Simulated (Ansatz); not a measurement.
Ansatz input

```yaml
crystal:
  lattice:
    - [2.8893756962, 0.0, 0.0]
    - [-1.4446878481, 2.502272754, 0.0]
    - [0.0, 0.0, 4.7183505119]
  atoms:
    - { symbol: Ag, position: [0.3333333333, 0.6666666667, 0.25] }
    - { symbol: Ag, position: [0.6666666667, 0.3333333333, 0.75] }
hamiltonian:
  xc: r2scan
  pseudopotentials:
    kind: paw
    azcp:
      Ag: "pseudopotentials/Ag.paw.azcp"
basis:
  ecutwfc: 500
  fft_grid_basis: typed
kpoints:
  mp_grid: { grid: [12, 12, 7], shift: [0, 0, 0] }
magnetization:
  spin_polarized: false
scf:
  occupations: { method: fermi_dirac, width: 0.1 }
relax:
  max_steps: 60
  f_tol: 0.01
  cell: {}
```

Output

```
Engine: ansatz 0.2.0, x86_64-unknown-linux-gnu
Pseudopotentials: kind: paw
Pseudopotential: Ag, paw, valence charge 19, recommended cutoff 500 eV (meta_gga) 
Functional definition: r2SCAN
  parameter k0 = 0.174
  parameter k1 = 0.065
  parameter a1 = 4.9479
  exchange = r2scan_x(k0 = k0, k1 = k1, a1 = a1)
  correlation = r2scan_c
Crystal: 2 atoms, lattice volume = 34.114 Å³
Basis set: ecut = 500 eV, 869 PW (Γ), exchange–correlation on 96×96×144 points (64 copies of the dense FFT grid, shifted against one another)
Bands: 23, of which v1, the nominal top of the filled ones, is band 19 counted from 1 (18 counted from 0)
Symmetry: 24 space group operations
Space group: P63/mmc (ITA 194), of the structure as read, at distance tolerance 3.2e-5 Å
k-points: 76 of 1008
Non-local potential: Ag, projectors of the file, l = 0: 3, l = 1: 2, l = 2: 2, l = 3: 1
PAW form: soft (Blöchl's): semilocal exchange-correlation on the pseudo side does not see the compensation charge
PAW frozen core: Ag, regenerated for the run's functional (the file was generated under x = pbe(κ = 0.804, μ = 0.2195149727645171), c = pbe(β = 0.06672455060314922))
PAW one-centre angular grid: Ag, 590 points (default); XC on 160 Gauss nodes
Initial density: superposition of atomic densities (neutral atoms: chi_scale 0, normalization atom), corrected by the library's trained network
Initial wavefunctions: pseudopotential atomic-orbital guess
Functional: x = r2scan, c = r2scan; τ floored in thin density (d = 2e-4 eV/Å³)
SCF iter   1: F=—  HF=-15207.885407 eV  |F-HF|=—  |Δ(HF+E_count)|=         —  Δρ=1.13e-2  dr2=4.09e-2  dr2_τ=1.06e-3  ethr=1.77e-3  ⟨swp⟩=4.5  Hψ=6440  notcnv=0
SCF iter   2: F=—  HF=-15207.878428 eV  |F-HF|=—  |Δ(HF+E_count)|=   6.98e-3  Δρ=5.69e-3  dr2=7.96e-3  dr2_τ=9.52e-4  ethr=1.08e-4  ⟨swp⟩=1.3  Hψ=2549  notcnv=0
SCF iter   3: F=—  HF=-15207.878702 eV  |F-HF|=—  |Δ(HF+E_count)|=   2.74e-4  Δρ=1.93e-3  dr2=1.11e-3  dr2_τ=4.32e-5  ethr=2.09e-5  ⟨swp⟩=1.6  Hψ=2215  notcnv=0
SCF iter   4: F=—  HF=-15207.878790 eV  |F-HF|=—  |Δ(HF+E_count)|=   8.79e-5  Δρ=4.58e-4  dr2=3.39e-5  dr2_τ=4.65e-6  ethr=2.91e-6  ⟨swp⟩=2.0  Hψ=2521  notcnv=0
SCF iter   5: F=—  HF=-15207.878842 eV  |F-HF|=—  |Δ(HF+E_count)|=   5.26e-5  Δρ=9.11e-5  dr2=2.62e-6  dr2_τ=1.31e-7  ethr=8.91e-8  ⟨swp⟩=2.3  Hψ=2993  notcnv=0
SCF iter   6: F=—  HF=-15207.878849 eV  |F-HF|=—  |Δ(HF+E_count)|=   6.71e-6  Δρ=2.50e-5  dr2=1.39e-7  dr2_τ=2.19e-9  ethr=6.89e-9  ⟨swp⟩=2.0  Hψ=2595  notcnv=0
SCF iter   7: F=-15207.878850 eV  HF=-15207.878849 eV  |F-HF|=2.64e-8  |Δ(HF+E_count)|=   3.95e-7  Δρ=9.84e-6  dr2=3.00e-8  dr2_τ=7.92e-10  ethr=2.63e-10  ⟨swp⟩=4.1  Hψ=5774  notcnv=0
...
Initial wavefunctions: pseudopotential atomic-orbital guess (no wavefunctions were taken with the density)
iter 1 solved again at ethr=9.76e-10 eV; its pass at ethr=3.10e-3 eV (dr2=3.71e-7 eV) is discarded
SCF iter   1: F=—  HF=-15207.882722 eV  |F-HF|=—  |Δ(HF+E_count)|=         —  Δρ=1.73e-4  dr2=3.47e-7  dr2_τ=1.61e-6  ethr=9.76e-10  ⟨swp⟩=4.0  Hψ=12422  notcnv=0
SCF iter   2: F=—  HF=-15207.882766 eV  |F-HF|=—  |Δ(HF+E_count)|=   4.43e-5  Δρ=8.82e-5  dr2=9.13e-8  dr2_τ=1.05e-6  ethr=9.13e-10  ⟨swp⟩=2.0  Hψ=2573  notcnv=0
SCF iter   3: F=—  HF=-15207.882787 eV  |F-HF|=—  |Δ(HF+E_count)|=   2.05e-5  Δρ=3.44e-6  dr2=1.85e-9  dr2_τ=6.05e-10  ethr=2.40e-10  ⟨swp⟩=2.0  Hψ=2599  notcnv=0
SCF iter   4: F=—  HF=-15207.882787 eV  |F-HF|=—  |Δ(HF+E_count)|=   6.55e-9  Δρ=1.23e-6  dr2=2.84e-10  dr2_τ=4.06e-11  ethr=4.87e-12  ⟨swp⟩=2.0  Hψ=2787  notcnv=0
SCF iter   5: F=—  HF=-15207.882787 eV  |F-HF|=—  |Δ(HF+E_count)|=  8.13e-10  Δρ=4.11e-7  dr2=4.03e-11  dr2_τ=4.74e-12  ethr=1.00e-12  ⟨swp⟩=2.0  Hψ=2623  notcnv=0
SCF iter   6: F=-15207.882787 eV  HF=-15207.882787 eV  |F-HF|=3.64e-12  |Δ(HF+E_count)|=  1.46e-10  Δρ=7.98e-8  dr2=2.09e-12  dr2_τ=4.20e-13  ethr=1.00e-12  ⟨swp⟩=5.2  Hψ=7263  notcnv=0
SCF 6 converged in 6 iterations: F = -15207.882787 eV  dr2 = 2.09e-12
relax step   6: F+E_penalty+E_count = -15207.88278675 eV  Δ(F+E_penalty+E_count) = -3.850e-4 eV  max|allowed force component| = 1.735e-17 eV/Å  Δτ_max = 0.0000 Å  P = +0.011 GPa  Ω = 34.699 Å³  stress off target by 1.54e-2 GPa  SCF on the basis re-selected at this cell (its energy is not comparable with the rows above)  (6 SCF iters)
basis re-selected at this cell: Δ(F+E_penalty+E_count) = -3.850e-4 eV, ΔP = +0.009 GPa vs the last step (what re-selecting the basis moved, of the pressure what is left beyond the Pulay correction that the steps carried, after the strain that the cell walked since its last selection, with what the two solves' SCF thresholds leave and, on support functions, any second-order correction that the steps lacked; it is no measure of the basis error at this ecutwfc). This SCF's stress stands 1.54e-2 GPa from its target on what of the cell is left free (relax.cell.stress_tol is 5.00e-2 GPa) and its largest allowed force component is 1.73e-17 eV/Å (relax.f_tol is 1.00e-2 eV/Å): within both
SCF converged after 6 iterations
Free energy (F): -15207.882787 eV
Harris-Foulkes:  -15207.882787 eV  (|F-HF|=3.64e-12)
Internal energy: -15207.862920 eV  (E = F + TS)
E sigma→0 (E₀):  -15207.872853 eV
Entropy (-TS):   -0.019867 eV (-9.933 meV/atom)
Fermi energy:    16.988046 eV
--- Per-component energies (eV) ---
  E_band       = -521.206898
  E_kinetic    = 1056.188593
  E_local      = -4451.848441  (includes V_loc(G=0)·N_el)
  E_nonlocal   = 162.608509
  E_hartree    = 2027.252385
  E_xc         = -356.859315
  E_vxc        = -525.751275  (∫ρ·V_xc dr)
  E_paw        = -7844.853117  (= ΣΔE_a)
  E_vpaw       = -854.762449  (= ΣTr[D̂ρ^β])
  E_aug_tail   = 0.000123  (compensation charges beyond the density's cutoff)
  E_vtau       = 37.853244  (kinetic-family band-sum trace: ∫τ·v_τ [+ j·A + Jᵃ·Aᵃ] dr)
  E_ewald      = -5799.333037
  E_core_change = -1.018621  (= ΣΔE_core)
  E_smearing   = -0.019867  (= −TS)
  E_closure    = 0.000000  (closes the sum)
  Σ components = -15207.882787   (vs F -15207.882787, Δ=0.00e0)
--- Forces (eV/Å), atoms counted from 1 ---
  atom   1  Ag     0.00000000     0.00000000     0.00000000
  atom   2  Ag    -0.00000000     0.00000000     0.00000000
  max |Σ_I F_I| component: 0.00e0 eV/Å
--- Stress (GPa, compression-positive) ---
        0.015363       0.000000       0.000000
        0.000000       0.015363       0.000000
        0.000000       0.000000       0.001338
  P = ⅓ Tr σ = 0.0107 GPa (0.107 kbar)
--- Relaxed structure (5 steps of the walk, 5 accepted, 1 SCFs on fresh bases) ---
  F+E_penalty+E_count = -15207.88278675 eV   max|allowed force component| = 1.735e-17 eV/Å   (the final SCF, on the basis selected at the relaxed cell)
  cell:  # Å, volume = 34.6990 Å³
    - [2.91523116660312, 5.18800019887328e-35, 0.0]
    - [-1.45761558330156, 2.524664248182447, 0.0]
    - [0.0, 0.0, 4.714554303416454]
  atoms:
    - { symbol: Ag, position: [0.3333333333333333, 0.6666666666666666, 0.25] }
    - { symbol: Ag, position: [0.6666666666666666, 0.3333333333333333, 0.7500000000000001] }
```

Launched by

```sh
ansatz run input.yaml --threads 1 --pin off --max-ram 3584MiB --backend cpu --events-out ev --progress --plain --runs-dir out
```

On 1 thread of Intel(R) Xeon(R) Platinum 8259CL CPU @ 2.50GHz (Skylake/Cascade Lake) (shared host) this took about 43 s of wall time and 43 s of CPU time.
